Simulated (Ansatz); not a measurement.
InF3:
```
InF3
1.0
    2.69851     1.55798     4.83140
   -2.69851     1.55798     4.83140
    0.00000    -3.11597     4.83140
In F
2 6
Cartesian
  0.00000   0.00000   7.24710
  0.00000   0.00000   0.00000
 -1.01708   1.35433   6.03925
  1.01708  -1.35433   8.45495
 -0.66434  -1.55798   6.03925
  0.66434   1.55798   8.45495
  1.68142   0.20366   6.03925
 -1.68142  -0.20366   8.45495
```

The program Ansatz at the PBEsol level (PAW) gives a gap of 4.17 eV without spin–orbit coupling, maximum at F, minimum at Γ.

Problem. What happens when spin–orbit coupling is switched on?

Solution. The gap is nearly the same, to 4.17 eV; maximum at F, minimum at Γ.

Problem. Give the electron effective mass with spin–orbit coupling.

Solution. 0.46, 0.51, 0.51 mₑ (principal values).

Problem. Give the hole effective mass with spin–orbit coupling.

Solution. 2.6, 3.3, 3.3 mₑ (principal values).

Space group R-3c. The first step of the workflow began from a Materials Project structure, measured or hypothetical; the Crystallography Open Database files this formula in space group No. 167, but the cells were not matched. Whether it is the stable phase at ambient conditions was not checked. The cell was relaxed with PBEsol under the symmetry of its start; whether a distortion lowers the energy is not shown.

Potentials: the later of the program's two PAW sets.
